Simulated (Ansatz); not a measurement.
## Moving the strain (εxx = s) in CsAs

```
CELL_PARAMETERS angstrom
4.29494 0.00000 0.00000
0.00000 4.29494 0.00000
0.00000 0.00000 4.29494
ATOMIC_POSITIONS crystal
Cs 0.00000 0.00000 0.00000
As 0.50000 0.50000 0.50000
```

The cell comes from a database or a generator and needn't be the stable form of this composition.

Kept alike: task single point; functional PBE; k mesh 6 × 6 × 6; occupations fermi-dirac, width 0.05 eV; no spin polarisation. Program: Ansatz, Ansatz PAW, cutoff 420 eV. The mesh is that of the run's cell of 2 atoms. No spin-orbit coupling.

```tsv
s	free energy over the lowest row (meV/atom)
-0.04	0.00
-0.02	0.05
-0.01	0.11
0	0.19
0.01	?
0.02	0.48
0.04	0.96
```

The cell shown is the unstrained one; x, y and z are its Cartesian axes; atoms keep their fractions. For a metal such a mesh leaves the last digits unconverged.

Problem. Fit the rows shown and predict the run at 0.01.

Solution. A least-squares cubic through the rows shown is free energy = 1081 s³ + 179.5 s² + 10.27 s + 0.193 (largest miss 0.003); at s = 0.01 it gives 0.31 meV/atom. The run gave: free energy over the lowest row 0.31 meV/atom.
